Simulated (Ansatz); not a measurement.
AlPt (rock salt, Fm-3m) at seven volumes, r²SCAN (plane waves, PAW; program Ansatz), scaled uniformly. One row is withheld.

```json
[
 {"V (Å³/atom)": "15.052", "P (GPa)": "17.12"},
 {"V (Å³/atom)": "15.548", "P (GPa)": "10.44"},
 {"V (Å³/atom)": "16.044", "P (GPa)": "4.78"},
 {"V (Å³/atom)": "16.540", "P (GPa)": "-0.01"},
 {"V (Å³/atom)": "17.036", "P (GPa)": "-4.06"},
 {"V (Å³/atom)": "17.533", "P (GPa)": "?"},
 {"V (Å³/atom)": "18.029", "P (GPa)": "-10.36"}
]
```

Question: Fit the shown pressures and predict the withheld one.

Answer: Third-order Birch–Murnaghan: P = (3/2)B₀(x^(7/2) − x^(5/2))[1 + (3/4)(B′ − 4)(x − 1)] with x = (V₀/V)^(2/3). Least squares on the six rows gives V₀ = 16.539 Å³/atom, B₀ = 146.4 GPa, B′ = 4.58. At V = 17.533, x = 0.9618 and P = -7.48 GPa. The run itself gave -7.48 GPa.

The start of the workflow was typed in or built on a structure type; neither database checked (COD, Materials Project) lists it. Whether it is the stable phase at ambient conditions was not checked. The cell was relaxed with r²SCAN under the symmetry of its start; its stability against distortions is not shown here. The run is not spin-polarised. Scalar-relativistic: spin–orbit coupling is off unless named, which matters more the heavier the elements.

Potentials: the later of the program's two PAW sets.
